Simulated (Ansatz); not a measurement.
Values for one crystal, relaxed and computed with the program Ansatz at the r²SCAN level (PAW); other levels are named.

- Volume per atom = 20.08 Å³
- Electronic character = metallic (no gap)
- Formation energy from the elements (no fitted shifts) = -678 meV/atom
- Density of states at the Fermi level = 0.24 states/eV per atom (mean over ±0.08 eV)

Q: Which compound is it?
(A) YNiGe, Pnma (Y on 4c, Ni on 4c, Ge on 4c)
(B) CoGe, C2/m (Pearson symbol mS16)
(C) LaCuGe2, Cmcm (La on 4c, Cu on 4c, Ge on 4c, Ge on 4c)
(D) Y2MgGe2, P4/mbm (Y on 4h, Mg on 2a, Ge on 4g)

A: C, LaCuGe2, Cmcm (La on 4c, Cu on 4c, Ge on 4c, Ge on 4c)

The workflow started from a Materials Project entry (that database holds measured and hypothetical structures alike); the Crystallography Open Database copy checked does not list it. Whether it is the stable phase at ambient conditions was not checked. The cell was relaxed with r²SCAN under the symmetry of its start; its stability against distortions is not shown here. The run is not spin-polarised. The references are the lowest solids computed at this level, not always the standard phases. Spin–orbit coupling is left out wherever it is not named.

Potentials: the earlier of the program's two PAW sets.
